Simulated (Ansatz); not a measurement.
BaMgF₄:
```yaml
crystal:
  lattice:
    - [2.04551, -7.28401, 0.00000]
    - [2.04551, 7.28401, 0.00000]
    - [0.00000, 0.00000, 5.82284]
  atoms:
    - { symbol: Ba, position: [0.65068, 0.34932, 0.14629] }
    - { symbol: Ba, position: [0.34932, 0.65068, 0.64629] }
    - { symbol: Mg, position: [0.91556, 0.08444, 0.18983] }
    - { symbol: Mg, position: [0.08444, 0.91556, 0.68983] }
    - { symbol: F, position: [0.42091, 0.57909, 0.20373] }
    - { symbol: F, position: [0.57909, 0.42091, 0.70373] }
    - { symbol: F, position: [0.80279, 0.19721, 0.38125] }
    - { symbol: F, position: [0.19721, 0.80279, 0.88125] }
    - { symbol: F, position: [0.02844, 0.97156, 0.00856] }
    - { symbol: F, position: [0.97156, 0.02844, 0.50856] }
    - { symbol: F, position: [0.16362, 0.83638, 0.41982] }
    - { symbol: F, position: [0.83638, 0.16362, 0.91982] }
```

This is the PBEsol-relaxed structure. x, y and z are the axes in which the lattice vectors are written.

Q: All from PBEsol in the plane-wave PAW code Ansatz, unless another level is named. Give the Born charges (a third of the trace).

A: Ba +2.65, Mg +2.01, F -1.22 to -1.12 e.

Q: Give the static dielectric constant ε0 (ions relaxed, cell fixed).

A: 8.29 (xx), 18.9 (yy), 8.73 (zz).

Q: Next, the electronic dielectric constant ε∞ (DFPT)?

A: 2.39 (xx), 2.29 (yy), 2.36 (zz).

Space group Cmc2_1. The workflow started from a Materials Project entry (that database holds measured and hypothetical structures alike); the Crystallography Open Database files this formula in space group No. 36, but the cells were not matched. Its standing as an ambient phase is unchecked. The cell was relaxed with PBEsol under the symmetry of its start; its stability against distortions is not shown here. Spin–orbit coupling is left out wherever it is not named.

Potentials: the later of the program's two PAW sets.
